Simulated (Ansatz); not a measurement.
**From the elastic tensor of Al2GaP3 to moduli and sound speeds**

These are results of DFT PBE, scalar-relativistic, plane waves, PAW in Ansatz 0.2.0, not measurements. Cutoff 420 eV, 10×10×10 k-points (Γ-centred), fixed occupations. No spin polarisation.

Space group I-4m2 (No. 119), tetragonal, a = 3.896 Å, c = 16.513 Å. Al has 4 P at 2.38 Å; Ga is surrounded by 4 P at 2.39 Å; P on a site of symmetry 2mm has 2 Al at 2.38 Å and 2 Ga at 2.39 Å; around P on a site of symmetry -4m2 lie 4 Al at 2.38 Å.

It was reached by relaxing an invented guess, and it needn't be the stable form of this composition.

Relaxed-ion constants (GPa, on the Cartesian axes of the calculation):
C11 = 153.9, C12 = 30.0, C13 = 58.4, C22 = 153.9, C23 = 58.4, C33 = 125.1, C44 = 61.5, C55 = 61.5, C66 = 33.4 GPa; the others vanish.

Density 2.871 g/cm³; 6 atoms in 125.30 Å³.

```json
{
  "Bulk modulus, Voigt / Reuss / Hill": "80.7 / 80.7 / 80.7 GPa",
  "Shear modulus, Voigt / Reuss / Hill": "50.3 / 46.1 / 48.2 GPa",
  "Young's modulus": "121 GPa",
  "Poisson ratio": "0.251",
  "Pugh ratio B/G": "1.67 (under 1.75, the rule of thumb for brittle)",
  "Universal anisotropy index": "0.46",
  "Longitudinal and transverse sound speeds": "7108 and 4098 m/s",
  "Debye temperature from the mean sound speed": "492 K"
}
```
